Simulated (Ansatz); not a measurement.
Values for one crystal, relaxed and computed with r²SCAN in the plane-wave PAW code Ansatz; other levels are named.

- Volume per atom: 27.00 Å³
- Band gap: 0.25 eV (smallest direct gap 0.25 eV)
- Young's modulus: 70.7 GPa
- Gap with spin–orbit coupling: none (metallic)
- Electron effective mass: 0.14, 0.16, 0.79 mₑ (principal values)
- Debye temperature from the elastic constants: 214 K
- Hole effective mass: 0.039, 0.20, 0.20 mₑ (principal values)

**Question.** Which compound is it?
A) PbS, NiAs type
B) MgS, rock salt
C) Si3N4, P31c (Pearson symbol hP28)
D) TiO2, P2_1/c (Ti on 4e, O on 4e, O on 4e)

**Answer.** A, PbS, NiAs type

Space group P6_3/mmc (NiAs type). The start of the workflow was typed in or built on a structure type; neither database checked (COD, Materials Project) lists it. It is not the phase usual at ambient conditions (space group No. 225). The r²SCAN relaxation kept the symmetry of its start; whether a distortion lowers the energy is not shown. Spin–orbit coupling is left out wherever it is not named.

Potentials: the earlier of the program's two PAW sets.
